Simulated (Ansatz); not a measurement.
Na2NiO2:
```
CELL_PARAMETERS angstrom
      1.38568    -4.91005     0.00000
      1.38568     4.91005     0.00000
      0.00000     0.00000     8.14578
ATOMIC_POSITIONS crystal
  Na 0.60357 0.39643 0.84707
  Na 0.39643 0.60357 0.34707
  Na 0.15009 0.84991 0.16915
  Na 0.84991 0.15009 0.66915
  Ni 0.87829 0.12171 0.00184
  Ni 0.12171 0.87829 0.50184
  O  0.27978 0.72022 0.90758
  O  0.72022 0.27978 0.40758
  O  0.47907 0.52093 0.08907
  O  0.52093 0.47907 0.58907
```

Relaxed with LDA. Special points in fractions of this cell's reciprocal vectors: Γ (0.000, 0.000, 0.000); Y (-0.500, 0.500, 0.000); C0 (-0.270, 0.730, 0.000); Σ0 (0.270, 0.270, 0.000); Z (0.000, 0.000, 0.500); A0 (0.270, 0.270, 0.500); E0 (-0.270, 0.730, 0.500); T (-0.500, 0.500, 0.500); S (0.000, 0.500, 0.000); R (0.000, 0.500, 0.500).

**Question.** List the band energies nearest the valence-band maximum at these points for LDA in the plane-wave PAW code Ansatz.

**Answer.** In eV from the valence-band maximum; about four levels below and three above (degenerate sets whole), none deeper than 8.9 eV; points with the same levels are listed once.

```tsv
k	below	above
Γ	-1.09 -1.09 -1.04 -0.13 -0.08	1.81 1.81 1.84
Y	-1.09 -1.09 -0.03 -0.03	1.83 1.84 3.17
C0	-0.93 -0.90 -0.14 -0.13	1.27 1.30 3.73
Z	-1.09 -1.09 -0.12 -0.12	1.81 1.81 2.47 2.47
A0	-0.91 -0.91 -0.14 -0.14	1.28 1.28 4.15 4.15
T	-1.09 -1.09 0.00 0.00	1.83 1.83 3.59 3.59
S	-0.96 -0.90 -0.09 -0.05	1.33 1.33 3.61
R	-0.93 -0.93 -0.07 -0.07	1.33 1.33 4.06 4.06
```

Space group Cmc2_1. The workflow started from a Materials Project entry (that database holds measured and hypothetical structures alike); the Crystallography Open Database files this formula in space group No. 36, but the cells were not matched. Its standing as an ambient phase is unchecked. The cell was relaxed with LDA under the symmetry of its start; its stability against distortions is not shown here. No spin polarisation was allowed. No Hubbard U is applied.

Potentials: the later of the program's two PAW sets.
